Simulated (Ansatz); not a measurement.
The relaxed structure here is a generated cell of Ba: the first start was made by placing the elements on the sites of a structure type, and the end was not matched to a known phase here, so it may be hypothetical. Known forms of Ba include space group No. 229.

A relaxed cell of Ba (P6/mmm (No. 191)), relaxed on a k-mesh at least as fine as the one used below. Computed with r2SCAN (plane waves to 500 eV, PAW, scalar-relativistic; Ansatz, a first-principles code). Γ-centred k-mesh 5×5×4 on the run's cell (coarser than for final values), Fermi–Dirac smearing 0.05 eV.

```yaml
crystal:
  lattice:
    - [7.31656, 0.00000, 0.00000]
    - [-3.65828, 6.33633, 0.00000]
    - [0.00000, 0.00000, 8.57781]
  atoms:
    - { symbol: Ba, position: [0.00000, 0.00000, 0.00000] }
    - { symbol: Ba, position: [0.00000, 0.00000, 0.50000] }
    - { symbol: Ba, position: [0.33333, 0.66667, 0.25000] }
    - { symbol: Ba, position: [0.33333, 0.66667, 0.75000] }
    - { symbol: Ba, position: [0.66667, 0.33333, 0.25000] }
    - { symbol: Ba, position: [0.66667, 0.33333, 0.75000] }
```

The atoms are displaced by (Å):

| atom | ux | uy | uz |
|---|---|---|---|
| Ba1 | 0.051 | -0.008 | 0.034 |
| Ba2 | -0.002 | -0.024 | 0.159 |
| Ba3 | -0.020 | 0.059 | 0.160 |
| Ba4 | -0.014 | 0.015 | -0.125 |
| Ba5 | -0.152 | 0.035 | 0.024 |
| Ba6 | -0.024 | 0.022 | -0.042 |

Task: What forces (eV/Å) and pressure result?

Result: 
```json
[
 {"atom": "Ba1", "Fx": "-0.12", "Fy": "0.04", "Fz": "0.19"},
 {"atom": "Ba2", "Fx": "-0.05", "Fy": "0.06", "Fz": "-0.18"},
 {"atom": "Ba3", "Fx": "-0.09", "Fy": "-0.05", "Fz": "-0.29"},
 {"atom": "Ba4", "Fx": "0.03", "Fy": "-0.02", "Fz": "0.31"},
 {"atom": "Ba5", "Fx": "0.20", "Fy": "0.00", "Fz": "-0.02"},
 {"atom": "Ba6", "Fx": "0.03", "Fy": "-0.03", "Fz": "0.00"}
]
```

Pressure 0.0 GPa.

The undisplaced cell is probably no minimum: from this displacement the run went on to Im-3m (No. 229), 0.06 eV/atom below it.

No spin polarisation in the result.
